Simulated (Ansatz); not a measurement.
Cu3Sb:
```yaml
crystal:
  lattice:
    - [4.47929, 0.00000, 0.00000]
    - [-2.23964, 3.87918, 0.00000]
    - [0.00000, 0.00000, 4.88932]
  atoms:
    - { symbol: Sb, position: [0.00000, 0.00000, 0.00000] }
    - { symbol: Cu, position: [0.00000, 0.00000, 0.50000] }
    - { symbol: Cu, position: [0.33333, 0.66667, 0.00000] }
    - { symbol: Cu, position: [0.66667, 0.33333, 0.00000] }
```

Relaxed with r²SCAN. Special points in fractions of this cell's reciprocal vectors: Γ (0.000, 0.000, 0.000); M (0.500, 0.000, 0.000); K (0.333, 0.333, 0.000); A (0.000, 0.000, 0.500); L (0.500, 0.000, 0.500); H (0.333, 0.333, 0.500).

### Question
List the band energies nearest the Fermi level at these points for plane-wave PAW r²SCAN with spin–orbit coupling (Ansatz code).

### Answer
In eV from the Fermi level; about four levels below and three above (degenerate sets whole), none deeper than 8.9 eV; points with the same levels are listed once.

| k | below | above |
|---|---|---|
| Γ | -2.83 -2.83 -2.83 -2.83 -0.01 -0.01 | 0.24 0.24 0.38 0.38 |
| M | -2.70 -2.70 -1.74 -1.74 | 0.48 0.48 1.35 1.35 |
| K | -2.69 -2.69 -1.70 -1.70 | 1.05 1.05 3.81 3.81 |
| A | -2.92 -2.92 -2.75 -2.75 | 0.36 0.36 0.82 0.82 |
| L | -2.08 -2.08 -0.56 -0.56 | 0.96 0.96 3.83 3.83 |
| H | -2.56 -2.56 -2.10 -2.10 | 0.48 0.48 0.48 0.48 |

Space group P6/mmm. The start of the workflow was typed in or built on a structure type; neither database checked (COD, Materials Project) lists it. Whether it is the stable phase at ambient conditions was not checked. The r²SCAN relaxation kept the symmetry of its start; whether a distortion lowers the energy is not shown. No spin polarisation was allowed. Its formation energy is positive at this level, so the cell may be metastable or incomplete.

Potentials: the earlier of the program's two PAW sets.
